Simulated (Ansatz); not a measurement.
Input:

SrTaNO2:
```
CELL_PARAMETERS angstrom
      3.96493     0.00000     0.00000
      0.00000     4.02225     0.00000
      0.00000     0.00000     3.99698
ATOMIC_POSITIONS crystal
  Sr 0.00000 0.00000 0.02653
  Ta 0.50000 0.50000 0.51446
  N  0.50000 0.00000 0.47972
  O  0.00000 0.50000 0.48362
  O  0.50000 0.50000 0.99566
```

This is the LDA-relaxed structure. Tensor components refer to the Cartesian frame of this cell.

Problem. All from DFT-LDA in the program Ansatz with PAW potentials, unless another level is named. Estimate the band gap.

Solution. 0.71 eV (indirect).

Problem. Next, the formation energy from the elements (no fitted shifts)?

Solution. -248 kJ/mol-atom.

Problem. What about the electron effective mass?

Solution. 0.12, 0.24, 3.1 mₑ (principal values).

Problem. What about the smallest direct gap on the standard path?

Solution. 0.90 eV.

Problem. Give the conduction-band minimum.

Solution. at Γ.

Problem. Next, the valence-band maximum?

Solution. at Z (k = 0.000, 0.000, 0.500 in fractions of the reciprocal vectors).

Space group Pmm2. The first step of the workflow began from a Materials Project structure, measured or hypothetical; the Crystallography Open Database copy checked does not list it. With N and O taken as one species the cell has the higher symmetry P4mm, so it may be an ordered model of a mixed-site phase. Whether it is the stable phase at ambient conditions was not checked. Symmetry was held in the LDA relaxation. At this level the phase is dynamically unstable (imaginary phonons). The run is not spin-polarised. The references are the lowest solids computed at this level, not always the standard phases (solids in place of the gases). Scalar-relativistic: spin–orbit coupling is off unless named, which matters more the heavier the elements.

Potentials: the later of the program's two PAW sets.
